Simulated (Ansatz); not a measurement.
Data:

BaO2:
Space group I4/mmm (No. 139); a = b = 3.7339 Å, c = 6.6399 Å, α = β = γ = 90.00°

```csv
atom,site,symmetry,x,y,z
Ba,2a,4/mmm,0.0000,0.0000,0.0000
O,4e,4mm,0.0000,0.0000,0.3907
```
(The calculation used a cell of 3 atoms; values per cell refer to that cell.)

This is the LDA-relaxed structure.

Task: All from LDA (plane waves, PAW; program Ansatz), unless another level is named. Give the band gap.

Result: 1.93 eV (direct).

Task: Next, the electron effective mass?

Result: 0.42, 0.42, 1.5 mₑ (principal values).

Task: What about the formation energy from the elements (no fitted shifts)?

Result: -2.06 eV/atom.

Task: What about the valence-band maximum?

Result: at M.

The first step of the workflow began from a Materials Project structure, measured or hypothetical; the Crystallography Open Database files this formula in space group No. 139, but the cells were not matched. Its standing as an ambient phase is unchecked. Symmetry was held in the LDA relaxation; whether a distortion lowers the energy is not shown. The references are the lowest solids computed at this level, not always the standard phases (solids in place of the gases). Spin–orbit coupling is left out wherever it is not named.

Potentials: the later of the program's two PAW sets.
